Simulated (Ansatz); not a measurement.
**MoS2 with phosphorus replacing Mo: gradients before and after relaxing the atoms**

Start: a supercell of MoS2 (space group P6_3/mmc) built from a structure deposited in the COD, with all atoms left at the host's positions.

Space group P-6m2 (No. 187); a = 6.3380, c = 12.3240 Å, γ = 120.00°.

```csv
site,Wyckoff,site symmetry,x,y,z
P,1a,-6m2,0.0000,0.0000,0.0000
Mo2,3j,mm2,0.0000,0.5000,0.0000
Mo5,3k,mm2,0.1667,0.8333,0.5000
Mo8,1f,-6m2,0.6667,0.3333,0.5000
S9,2g,3m.,0.0000,0.0000,0.3730
S10,6n,.m.,0.0000,0.5000,0.3730
S13,6n,.m.,0.1667,0.8333,0.8730
S16,2i,3m.,0.6667,0.3333,0.8730
```

One atom of each set is listed.

Method: Kohn–Sham DFT in Ansatz, PBE, plane waves and PAW, scalar-relativistic, 420 eV cutoff, Γ-centred 4×4×2 k-points, Fermi–Dirac smearing 0.01 eV, cell charge +1.

The largest force at the start is 0.80 eV/Å. Relaxing the ions at fixed cell moves them by 0.064 Å at most (atom 13, S) and 0.033 Å rms. End positions:

P (0.0000, 0.0000, 0.0000)
Mo2 (0.0007, 0.5003, 0.0000)
Mo5 (0.1667, 0.8333, 0.5000)
Mo8 (0.6667, 0.3333, 0.5000)
S9 (0.0000, 0.0000, 0.3740)
S10 (0.0000, 0.5000, 0.3737)
S13 (0.1641, 0.8359, 0.8777)
S16 (0.6667, 0.3333, 0.8736)

```json
{"site": "P", "moved (Å)": "0.000", "first shell before": "6 S at 2.41 Å", "first shell after": "6 S at 2.35 Å", "V_zz before (10²¹ V/m²)": "-1.39", "η before": "0.00"}
{"site": "Mo2", "moved (Å)": "0.004", "first shell before": "6 S at 2.41 Å", "first shell after": "6 S at 2.38–2.41 Å", "V_zz before (10²¹ V/m²)": "-10.73", "η before": "0.20"}
{"site": "Mo5", "moved (Å)": "0.000", "first shell before": "6 S at 2.41 Å", "first shell after": "6 S at 2.40 Å", "V_zz before (10²¹ V/m²)": "-6.63", "η before": "0.01"}
{"site": "Mo8", "moved (Å)": "0.000", "first shell before": "6 S at 2.41 Å", "first shell after": "6 S at 2.40 Å", "V_zz before (10²¹ V/m²)": "-6.44", "η before": "0.00"}
{"site": "S9", "moved (Å)": "0.012", "first shell before": "3 Mo at 2.41 Å", "first shell after": "3 Mo at 2.40 Å", "V_zz before (10²¹ V/m²)": "-4.79", "η before": "0.00"}
{"site": "S10", "moved (Å)": "0.008", "first shell before": "3 Mo at 2.41 Å", "first shell after": "3 Mo at 2.40 Å", "V_zz before (10²¹ V/m²)": "-4.58", "η before": "0.01"}
{"site": "S13", "moved (Å)": "0.064", "first shell before": "2 Mo at 2.41 Å, 1 P at 2.41 Å", "first shell after": "1 P at 2.35 Å, 2 Mo at 2.38 Å", "V_zz before (10²¹ V/m²)": "4.86", "η before": "0.94"}
{"site": "S16", "moved (Å)": "0.008", "first shell before": "3 Mo at 2.41 Å", "first shell after": "3 Mo at 2.41 Å", "V_zz before (10²¹ V/m²)": "-6.09", "η before": "0.00"}
```

Task: How do the gradients change?

Result: 

```csv
site,V_zz after,η after,change of V_zz
P,-1.67,0.00,-0.28
Mo2,-10.91,0.41,-0.18
Mo5,-6.74,0.01,-0.11
Mo8,-6.68,0.00,-0.24
S9,-4.94,0.00,-0.15
S10,-4.79,0.01,-0.21
S13,5.55,0.97,+0.69
S16,-6.15,0.00,-0.06
```

The largest change of V_zz is on S13, from 4.86 to 5.55. The whole tensor moves most on Mo2, by 1.23 along its most changed direction. In per cent, |V_zz| changes by +2 to +4 on Mo, +1 to +14 on S (all sites that start above 2). Where |V_zz| stays above 0.1, η moves most on Mo2, from 0.20 to 0.41.

The run isn't spin-polarised, and a state with spin may lie lower. The defect repeats with the cell of 24 atoms, so it feels its images: sites between two images don't show the values beside a lone defect, and zeros or small values of η there can come from the images' arrangement. Mo and S carry a gradient in the pure host already, so the values there aren't the defect's effect alone. A uniform background compensates the cell's charge. The defect cell has no gap above 0.1 eV on its mesh, so the values can hang on the smearing and the k-mesh. Without spin–orbit coupling (the program notes it for Mo) the gradients can shift somewhat, as the gap is small.
Before: The neighbours have not yet relaxed around the defect (largest force 0.80 eV/Å), so a real crystal will differ.
After: The relaxation keeps the site symmetry -6m2 of the start, so the impurity can't leave its site; a distortion that would localise the partly filled state isn't explored.
